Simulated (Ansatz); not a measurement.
SrScO$_{2}$F:
Space group P4/mmm (No. 123); a = b = 4.093 Å, c = 4.026 Å, α = β = γ = 90.00°

| atom | site | symmetry | x | y | z |
|---|---|---|---|---|---|
| Sr | 1d | 4/mmm | 0.5000 | 0.5000 | 0.5000 |
| Sc | 1a | 4/mmm | 0.0000 | 0.0000 | 0.0000 |
| O | 2f | mmm. | 0.0000 | 0.5000 | 0.0000 |
| F | 1b | 4/mmm | 0.0000 | 0.0000 | 0.5000 |

Relaxed at zero pressure with PBEsol (plane waves, PAW; program Ansatz).

Task: The volume is lowered by 9 % and shape and atoms relax at that volume. What pressure results, and how do the axes share the change?

Result: 15.0 GPa; a -3.0 %, b -3.0 %, c -3.3 %; the energy rises by 52 meV/atom.

Task: Give the new structure.

Result: 
Space group P4/mmm (No. 123); a = b = 3.970 Å, c = 3.894 Å, α = β = γ = 90.00°

```
atom  site  symmetry       x       y       z
----  ----  --------  ------  ------  ------
Sr      1d     4/mmm  0.5000  0.5000  0.5000
Sc      1a     4/mmm  0.0000  0.0000  0.0000
O       2f      mmm.  0.0000  0.5000  0.0000
F       1b     4/mmm  0.0000  0.0000  0.5000
```

The phase is kept; no other phase was compared at this pressure.

The start of the workflow was typed in or built on a structure type; neither database checked (COD, Materials Project) lists it. Whether it is the stable phase at ambient conditions was not checked. Symmetry was held in the PBEsol relaxation. At this level the phase is dynamically unstable (imaginary phonons). The run is not spin-polarised. The volume moved by -17 % from the start of the relaxation.

Potentials: the earlier of the program's two PAW sets. The files were generated under PBE; for other functionals the program regenerates the frozen cores, and for LDA and PBEsol the local potential too.
